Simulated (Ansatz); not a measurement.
Given:

Se (trigonal-Se type, space group P3_121)

```cif
data_Se3
_chemical_formula_sum 'Se3'
_space_group_name_H-M_alt 'P3121'
_space_group_IT_number 152
_space_group_name_Hall 'P 31 2"'
_cell_length_a 4.52940
_cell_length_b 4.52940
_cell_length_c 5.04244
_cell_angle_alpha 90.000
_cell_angle_beta 90.000
_cell_angle_gamma 120.000
loop_
_atom_site_label
_atom_site_type_symbol
_atom_site_symmetry_multiplicity
_atom_site_Wyckoff_symbol
_atom_site_fract_x
_atom_site_fract_y
_atom_site_fract_z
_atom_site_occupancy
Se1 Se 3 b 0.78159 0.78159 0.50000 1
```

E(V) scan at fixed shape, V₀ the volume above. The atoms relax within the cell's symmetry.

The numbers are results of PBE (plane waves to 420 eV, PAW, scalar-relativistic; Ansatz, a program for electronic structure), not measurements. k mesh 9×9×7 (Γ-centred), Fermi-Dirac smearing 0.05 eV. E stands for the smeared free energy. Stress and pressure are positive under compression. With the shape held, the modulus is that of even scaling; a crystal free to change shape is softer. Se was relaxed with its symmetry unable to fall. The PAW data are Ansatz's earlier set. ΔE is measured from the relaxed starting cell.

The scan covers V/V₀ from 0.900 to 1.100 in 9 points.

### Question
What bulk modulus at fixed cell shape B₀ follows from a third-order Birch-Murnaghan fit?

### Answer
13.9 GPa.

### Question
What is the fitted pressure derivative B₀′?

### Answer
4.0.

(A scan under strain: stresses follow from slopes of the energy per volume, elastic moduli from its curvatures.)
